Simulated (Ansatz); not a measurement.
Before relaxation, 1 CHF3 a cell, tilted, over a top Ti site (TiC, Fm-3m (No. 225), (1 1 1) face):

```
CELL_PARAMETERS angstrom
6.06863 0.00000 0.00000
-3.03432 5.25559 0.00000
0.00000 0.00000 26.09257
ATOMIC_POSITIONS crystal
C 0.16667 0.33333 0.30660
C 0.16667 0.83333 0.30660
C 0.66667 0.33333 0.30660
C 0.66667 0.83333 0.30660
Ti 0.33333 0.16667 0.35408
Ti 0.33333 0.66667 0.35408
Ti 0.83333 0.16667 0.35408
Ti 0.83333 0.66667 0.35408
C 0.50000 0.50000 0.40155
C 0.50000 0.00000 0.40155
C 0.00000 0.50000 0.40155
C 0.00000 0.00000 0.40155
Ti 0.66667 0.33333 0.44834
Ti 0.66667 0.83333 0.44834
Ti 0.16667 0.33333 0.44834
Ti 0.16667 0.83333 0.44834
C 0.83333 0.66667 0.49987
C 0.83333 0.16667 0.49987
C 0.33333 0.66667 0.49987
C 0.33333 0.16667 0.49987
Ti 0.00000 0.50000 0.54010
Ti 0.00000 0.00000 0.54010
Ti 0.50000 0.50000 0.54010
Ti 0.50000 0.00000 0.54010
F 0.00000 0.50000 0.65431
C 0.13555 0.52990 0.69881
F 0.21717 0.76918 0.71886
F 0.34370 0.50285 0.68805
H 0.01175 0.38346 0.72708
```

These are results of Ansatz 0.2.0, DFT PBE+D3(BJ), scalar-relativistic, plane waves, PAW, not measurements. Settings: cutoff 420 eV, Γ-centred mesh 4×4×1 on the computed 29-atom cell, Gaussian smearing of 0.10 eV; no spin polarisation. The cell repeats along c with a dipole correction in the vacuum.

Atoms 1, 2, 3, 4, 5, 6, 7, 8, 9, 10, 11, 12 (counted from 1) are held. The cell is fixed. Force threshold 0.04 eV/Å.

Problem. Where does it end?

Solution. The energy falls by 0.206 eV in 37 steps, to:

```xyz
29
Lattice="6.0686 0.0000 0.0000 -3.0343 5.2556 0.0000 0.0000 0.0000 26.0926" Properties=species:S:1:pos:R:3 pbc="T T T"
C     0.0000    1.7519    8.0000
C    -1.5172    4.3797    8.0000
C     3.0343    1.7519    8.0000
C     1.5172    4.3797    8.0000
Ti    1.5172    0.8759    9.2388
Ti    0.0000    3.5037    9.2388
Ti    4.5515    0.8759    9.2388
Ti    3.0343    3.5037    9.2388
C     1.5172    2.6278   10.4775
C     3.0343    0.0000   10.4775
C    -1.5172    2.6278   10.4775
C     0.0000    0.0000   10.4775
Ti    3.0386    1.7541   11.6975
Ti    1.5172    4.3801   11.6940
Ti   -0.0041    1.7542   11.6975
Ti   -1.5171    4.3745   11.7039
C     3.0382    3.5025   13.0639
C     4.5519    0.8764   13.0230
C    -0.0037    3.5022   13.0671
C     1.5172    0.8749   13.0167
Ti   -1.5180    2.6050   14.1486
Ti   -0.0061    0.0162   14.0713
Ti    1.5185    2.6119   14.0824
Ti    3.0408    0.0176   14.0724
F    -1.4956    2.9676   16.5393
C    -1.4638    1.9922   17.5484
F    -2.5305    2.2060   18.3240
F    -0.3473    2.2008   18.2522
H    -1.4812    1.0023   17.0657
```

The end is the local minimum or symmetric point that this start leads to. The slab is only 6.2 Å thick, so the energy isn't converged with thickness.

Spin polarisation was left out, and a magnetic state may lie lower.

Cost: 1 run of about 36 core-minutes, on AMD EPYC 9R45 (Zen 5) (shared hosts).